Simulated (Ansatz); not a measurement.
A relaxed structure of W is spoiled in several ways and relaxed again each time (squeezed and stretched starts keep its symmetry, which their runs cannot lower; pressure is positive under compression). Method: r2SCAN (plane waves to 500 eV, PAW, scalar-relativistic; Ansatz, a first-principles code).

```cif
data_W2
_chemical_formula_sum 'W2'
_space_group_name_H-M_alt 'Im-3m'
_space_group_IT_number 229
_space_group_name_Hall '-I 4 2 3'
_cell_length_a 3.16984
_cell_length_b 3.16984
_cell_length_c 3.16984
_cell_angle_alpha 90.000
_cell_angle_beta 90.000
_cell_angle_gamma 90.000
loop_
_atom_site_label
_atom_site_type_symbol
_atom_site_symmetry_multiplicity
_atom_site_Wyckoff_symbol
_atom_site_fract_x
_atom_site_fract_y
_atom_site_fract_z
_atom_site_occupancy
W1 W 2 a 0.00000 0.00000 0.00000 1
```
(The calculation used a cell of 1 atom; values per cell refer to that cell.)

One start gave a first pressure of -2.3 GPa, a largest first force of 0.00 eV/Å and released 0.38 eV/atom. Which change was it?
A. deformed by the Cartesian strain tensor (xx, yy, zz, yz, xz, xy) = (0.049, 0.059, -0.065, -0.046, -0.058, -0.039)
B. stretched uniformly to 115 % of its volume

A, deformed by the Cartesian strain tensor (xx, yy, zz, yz, xz, xy) = (0.049, 0.059, -0.065, -0.046, -0.058, -0.039). All starts:

```tsv
change	first pressure (GPa)	largest first force (eV/Å)	released (eV/atom)	moves	outcome	final group	E − E(parent) (eV/atom)
deformed by the Cartesian strain tensor (xx, yy, zz, yz, xz, xy) = (0.049, 0.059, -0.065, -0.046, -0.058, -0.039)	-2.3	0.00	0.38	12	returns to the parent	Im-3m	0.00
stretched uniformly to 115 % of its volume	-33.5	0.00	0.28	5	returns to the parent	Im-3m	0.00
```

First-step values come from each run's starting, coarser k-mesh (15×15×14, 14×14×14). The runs use different k-meshes, so differences are rounded accordingly. No spin polarisation in the result.
